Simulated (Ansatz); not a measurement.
MgH2:
```
CELL_PARAMETERS angstrom
      4.48503     0.00000     0.00000
      0.00000     4.48503     0.00000
      0.00000     0.00000     2.99605
ATOMIC_POSITIONS crystal
  Mg 0.00000 0.00000 0.00000
  Mg 0.50000 0.50000 0.50000
  H  0.30467 0.30467 0.00000
  H  0.19533 0.80467 0.50000
  H  0.69533 0.69533 0.00000
  H  0.80467 0.19533 0.50000
```

Relaxed with r²SCAN.

### Question
Map the electron localisation function on the plane through (0.000, 0.000, 0.000) spanned by u = [0, 0, 1] and v = [1, 1, 0] in lattice vectors, from plane-wave PAW r²SCAN (Ansatz code).

### Answer
x is the fraction of u, y of v (the angle between them is 90°; rows are the nearest grid lines); atoms in the plane: Mg at (0.00, 0.00), Mg at (0.50, 0.50), H at (0.00, 0.30), H at (0.00, 0.70).
```
|12331001210013321|
|23430001210003432|
|33100001110000133|
|00000000000000000|
|88874200000247888|
|99998410001489999|
|99999730003799999|
|99999720002799999|
|99998300000389999|
|99950013331005999|
|87510134343101578|
|33100343234300133|
|33100343234300133|
|87510134343101578|
|99950013331005999|
|99998300000389999|
|99999720002799999|
|99999730003799999|
|99998410001489999|
|88874200000247888|
|00000000000000000|
|33100001110000133|
|23430001210003432|
|12331001210013321|
```
Scale: ten equal steps from 0.020 (start of '0') to 1.00 (end of '9'), in the order '0123456789'; x runs from 0.000 to 1.00, y from 0.000 (bottom) to 1.00 (top).

The density is the valence pseudo-density with augmentation charge, so density and ELF within about 1 Å of a nucleus are not all-electron values.

Space group P4_2/mnm (rutile). The cell was relaxed with r²SCAN under the symmetry of its start; phonons on a q-mesh show no instability.

Potentials: the later of the program's two PAW sets.
